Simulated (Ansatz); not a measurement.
CaCu5 in space group P6/mmm (No. 191; Ca on 1a, Cu on 2c, Cu on 3g), PBE (plane waves, PAW; program Ansatz), all energies at zero smearing, with the estimated change up to a 700 eV cutoff added, with one set of potentials and settings (totals compare only within such a set). Cell of 6 atoms (1 Ca, 5 Cu): -34943.532 eV.

```tsv
element	reference phase	E (eV/atom)
Ca	Fm-3m, 1 atoms in the cell	-1816.8597
Cu	Fm-3m, 1 atoms in the cell	-6625.1757
```

Formation energy per atom, worked out: (-34943.532 − 1×(-1816.8597) − 5×(-6625.1757))/6 = -0.132 eV/atom (-13 kJ per mol of atoms), at 0 K, without zero-point energy or fitted corrections.

The first step of the workflow began from a Materials Project structure, measured or hypothetical; the Crystallography Open Database copy checked does not list it. Its standing as an ambient phase is unchecked. The PBE relaxation kept the symmetry of its start; whether a distortion lowers the energy is not shown. The run is not spin-polarised. The references are the lowest solids computed at this level, not always the standard phases.

Potentials: the later of the program's two PAW sets.
